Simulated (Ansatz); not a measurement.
**Magnetic orders of CoNiSb**

All numbers below come from DFT PBE, scalar-relativistic, plane waves, PAW in Ansatz 0.2.0.

```cif
data_structure
_symmetry_space_group_name_H-M 'P 1'
_symmetry_Int_Tables_number 1
_cell_length_a 4.2433
_cell_length_b 4.2433
_cell_length_c 5.3802
_cell_angle_alpha 90.000
_cell_angle_beta 90.000
_cell_angle_gamma 120.000
_cell_volume 83.89
loop_
_atom_site_label
_atom_site_type_symbol
_atom_site_fract_x
_atom_site_fract_y
_atom_site_fract_z
_atom_site_occupancy
Co1 Co 0.00000 0.00000 0.50000 1
Co2 Co 0.00000 0.00000 0.00000 1
Ni1 Ni 0.66667 0.33333 0.25000 1
Ni2 Ni 0.33333 0.66667 0.75000 1
Sb1 Sb 0.66667 0.33333 0.75000 1
Sb2 Sb 0.33333 0.66667 0.25000 1
```

* plane-wave cutoff: 420 eV
* Γ-centred k-mesh: 12×12×8
* occupation rule: Gaussian smearing, 0.1 eV
* list of starting moments (μB, in atom order): 3 3 0 0 0 0
* check for lower electronic states after the SCF: off

All runs keep this geometry, which isn't relaxed for the lowest state (largest force there 0.000 eV/Å, pressure 0.8 GPa) and needn't be a stable compound; relaxing each order can shift differences of a few meV. Signs run over the atoms with starting moments. The large starts are 4.5 4.5 0 0 0 0 μB. The small starts are 0.5 0.5 0 0 0 0 μB. Site moments are spin moments in atom-centred spheres that scale with the neighbour distance. The states are those that the runs reached from these starts; a lower one can exist.

Q: Starts tried: no spin; ferromagnetic; large parallel starting moments; antiferromagnetic in the cell, signs +-; small parallel starting moments. Which state comes out lowest, and what are the moments?

A: The lowest state is ferromagnetic, reached from the start “ferromagnetic” and the start “large parallel starting moments”, with site moments (μB) Co +0.93 (×2), Ni +0.08 (×2).

```csv
start,ends,energy above lowest (meV/atom),site moments (μB),gap on mesh (eV),P (GPa)
no spin,non-magnetic,7.52,none over 0.05,metal,-1.1
ferromagnetic,ferromagnetic,0.00,"Co +0.93 (×2), Ni +0.08 (×2)",metal,0.8
large parallel starting moments,ferromagnetic,0.00,"Co +0.93 (×2), Ni +0.08 (×2)",metal,0.8
"antiferromagnetic in the cell, signs +-",non-magnetic,7.52,none over 0.05,metal,-1.1
small parallel starting moments,non-magnetic,7.52,none over 0.05,metal,-1.1
```

Cost: 5 runs of about 14 core-minutes in all, on Arm Neoverse V1 (shared hosts).